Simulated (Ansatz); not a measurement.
# What a change of settings does to a run on Al2Cu

Structure from Materials Project entry mp-12794 (possibly hypothetical), not relaxed further.

First run: DFT, r2SCAN, PAW with Ansatz's default frozen-core files, scalar-relativistic (Ansatz 0.2.0).

Command: `ansatz run input.yaml --threads 1 --pin off --max-ram 4096MiB --backend cpu --events-out ev --progress --plain --runs-dir out` The run took 81 s on 1 thread of AMD EPYC 7R43 64-Core Processor (Zen 3), with other jobs on the host, peak memory 0.56 GiB.

```yaml
crystal:
  lattice:
    - [4.105182, 0.0, 0.0]
    - [0.0, 4.105182, 0.0]
    - [0.0, 0.0, 2.891313]
  atoms:
    - { symbol: Al, position: [0.5, 0.0, 0.5] }
    - { symbol: Al, position: [0.0, 0.5, 0.5] }
    - { symbol: Cu, position: [0.0, 0.0, 0.0] }
kpoints:
  mp_grid: { grid: [9, 9, 13] }
  band_path:
    path:
      - [0.0, 0.0, 0.0]
      - [0.0, 0.5, 0.0]
      - [0.5, 0.5, 0.0]
      - [0.0, 0.0, 0.0]
      - [0.0, 0.0, 0.5]
      - [0.0, 0.5, 0.5]
      - [0.5, 0.5, 0.5]
      - [0.0, 0.0, 0.5]
      - [0.0, 0.5, 0.0]
    npoints: 14
scf:
  occupations: { method: fermi_dirac, width: 0.03 }
hamiltonian:
  xc: r2scan
  pseudopotentials: { kind: paw }
output:
  forces: true
  stress: true
  eigenvalues: true
  efg: { contact_densities: true }
  populations: true
  bader: true
  dos: { projected: true, de: 0.2, e_range: [-14, 8] }
  write_density: true
  write_potential: true
  elf: true
  volumetric_format: npy
```

Result: converged; pressure -2.19 GPa; 8 SCF iterations.

The input is then changed:

```diff
@@ -27,4 +27,6 @@
   xc: r2scan
   pseudopotentials: { kind: paw }
+  dispersion: d3bj
+  hubbard: { sites: [{ species: Cu, l: d, u_eff: 5.0 }], double_counting: fll }
 output:
   forces: true
@@ -33,9 +35,3 @@
   efg: { contact_densities: true }
   populations: true
-  bader: true
-  dos: { projected: true, de: 0.2, e_range: [-14, 8] }
-  write_density: true
-  write_potential: true
-  elf: true
-  volumetric_format: npy
```

**Question.** Predict the outcome of the changed run.

**Answer.** It converged; pressure -3.37 GPa; 9 SCF iterations.

The results part of its log:

```
SCF 1 converged in 9 iterations: F = -7712.048740 eV  dr2 = 5.77e-8
  greatest PAW one-centre occupation: 1.000 electrons in one spin orbital (limit 2), on the Cu atom at site 2 (counted from 0), in its partial waves of l = 0
NSCF: frozen V_eff on 113 k-points
SCF converged after 9 iterations
Free energy (F): -7712.048740 eV
Harris-Foulkes:  -7712.048740 eV  (|F-HF|=3.85e-9)
Internal energy: -7712.046630 eV  (E = F + TS)
E sigma→0 (E₀):  -7712.047685 eV
Entropy (-TS):   -0.002110 eV (-0.703 meV/atom)
Fermi energy:    9.182239 eV
--- Per-component energies (eV) ---
  E_band       = -534.774081
  E_kinetic    = 346.107654
  E_local      = -6208.554053  (includes V_loc(G=0)·N_el)
  E_nonlocal   = 414.844379
  E_hartree    = 2805.209419
  E_xc         = -157.061639
  E_vxc        = -187.502226  (∫ρ·V_xc dr)
  E_hubbard    = 0.564090  (on-site DFT+U / exact-exchange correction)
  E_vhub       = -23.292159  (the Hubbard potential's part of the band-sum identity)
  E_paw        = -2624.734822  (= ΣΔE_a)
  E_vpaw       = -498.749046  (= ΣTr[D̂ρ^β])
  E_aug_tail   = 0.000144  (compensation charges beyond the density's cutoff)
  E_vtau       = 11.958823  (kinetic-family band-sum trace: ∫τ·v_τ [+ j·A + Jᵃ·Aᵃ] dr)
  E_ewald      = -2287.480215
  E_disp       = -0.520263  (pairwise vdW)
  E_core_change = -0.421324  (= ΣΔE_core)
  E_smearing   = -0.002110  (= −TS)
  E_closure    = -0.000000  (closes the sum)
  Σ components = -7712.048740   (vs F -7712.048740, Δ=0.00e0)
--- Forces (eV/Å), atoms counted from 1 ---
  atom   1  Al     0.00000000    -0.00000000     0.00000000
  atom   2  Al     0.00000000    -0.00000000     0.00000000
  atom   3  Cu     0.00000000     0.00000000     0.00000000
  max |Σ_I F_I| component: 9.00e-31 eV/Å
--- Stress (GPa, compression-positive) ---
       -2.954093       0.000000       0.000000
        0.000000      -2.954093       0.000000
        0.000000       0.000000      -4.214539
  P = ⅓ Tr σ = -3.3742 GPa (-33.742 kbar)
--- PAW observables at the nuclei: V_zz in 10²¹ V/m², potentials from the cell's mean, atoms counted from 1 ---
  atom   1  Al V_zz =    +2.166492   η = 0.8510   by run symmetry: allowed
            electrostatic potential = -1229.381754 V   contact ρ = 10066.763340 e/Å³
  atom   2  Al V_zz =    +2.166492   η = 0.8510   by run symmetry: allowed
            electrostatic potential = -1229.381754 V   contact ρ = 10066.763340 e/Å³
  atom   3  Cu V_zz =    +2.240882   η = 0.0000   by run symmetry: allowed
            electrostatic potential = -3755.886179 V   contact ρ = 147427.736849 e/Å³
--- Band table (eV; the first three rows and the last of 105) ---
  k-point 0: bands = ["-107.8375", "-63.6672", "-63.6672", "-63.6526", "-1.8127", "2.2596", "2.4519", "3.1275", "3.4745", "3.4745", "6.7183", "6.7183", "9.1698", "10.3659", "15.6719", "15.9089", "15.9089"]
  k-point 1: bands = ["-107.8374", "-63.6672", "-63.6672", "-63.6534", "-1.6989", "2.2934", "2.5023", "3.1392", "3.3956", "3.3956", "6.8901", "6.8901", "9.2360", "10.4303", "13.9311", "16.0104", "16.0104"]
  k-point 2: bands = ["-107.8372", "-63.6670", "-63.6670", "-63.6557", "-1.3589", "2.3859", "2.6317", "3.1719", "3.2024", "3.2024", "7.3656", "7.3656", "9.4405", "10.6082", "11.8052", "16.3006", "16.3006"]
  k-point 104: bands = ["-107.8368", "-63.6662", "-63.6662", "-63.6660", "2.0605", "2.0831", "3.0576", "3.2587", "3.5543", "5.2767", "6.6057", "6.7633", "8.0411", "8.8052", "9.4076", "9.7562", "12.3094"]
Occupation matrices written to <dir>
--- Löwdin populations: 3 sites ---
  site symbol       q [e]
     0     Al      3.2422
     1     Al      3.2422
     2     Cu     18.3619
  spilling = 0.006151 (of n_electrons = 25.000000)
```
